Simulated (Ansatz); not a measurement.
Level of theory: DFT PBE, scalar-relativistic, plane waves, PAW in Ansatz 0.2.0. All cells share a 420 eV cutoff and Γ-centred k meshes spaced at most about 0.3 Å⁻¹ (about 0.25 or finer for metals, 2π included). No spin polarisation in the final relaxations.

Temperature and zero-point effects are left out. All come from trial cells, and lower structures may exist.

Question: Order these relaxed structures of MgCd3Se4 by energy, lowest first, with the energy over the lowest of them.
A.

Space group P4/mmm (No. 123). a = 4.021 Å, b = 4.021 Å, c = 11.393 Å, α = 90.00°, β = 90.00°, γ = 90.00°
| atom | site | symmetry | x | y | z |
| --- | --- | --- | --- | --- | --- |
| Mg | 1b | 4/mmm | 0.0000 | 0.0000 | 0.5000 |
| Cd | 1a | 4/mmm | 0.0000 | 0.0000 | 0.0000 |
| Cd | 2h | 4mm | 0.5000 | 0.5000 | 0.2520 |
| Se | 2g | 4mm | 0.0000 | 0.0000 | 0.2552 |
| Se | 1d | 4/mmm | 0.5000 | 0.5000 | 0.5000 |
| Se | 1c | 4/mmm | 0.5000 | 0.5000 | 0.0000 |

B.

Space group P-43m (No. 215). a = 6.143 Å, b = 6.143 Å, c = 6.143 Å, α = 90.00°, β = 90.00°, γ = 90.00°
| atom | site | symmetry | x | y | z |
| --- | --- | --- | --- | --- | --- |
| Mg | 1b | -43m | 0.5000 | 0.5000 | 0.5000 |
| Cd | 3d | -42.m | 0.0000 | 0.0000 | 0.5000 |
| Se | 4e | .3m | 0.7447 | 0.7447 | 0.7447 |

Answer: B (0 meV/atom), A (123 meV/atom). Forms: B Mg and Cd ordered on zinc blende sites, P-43m; A Mg and Cd ordered on rock salt sites, P4/mmm. Counting Se atoms around Cd and Mg (those within 1.25 times the shortest such distance or 1.15 times the sum of covalent radii): B has Mg 4, Cd 4; A has Mg 6, Cd 6.

Cells relaxed within their symmetry can be saddle points. Some types were kept out of the candidates beforehand, so the set may lack a known form.
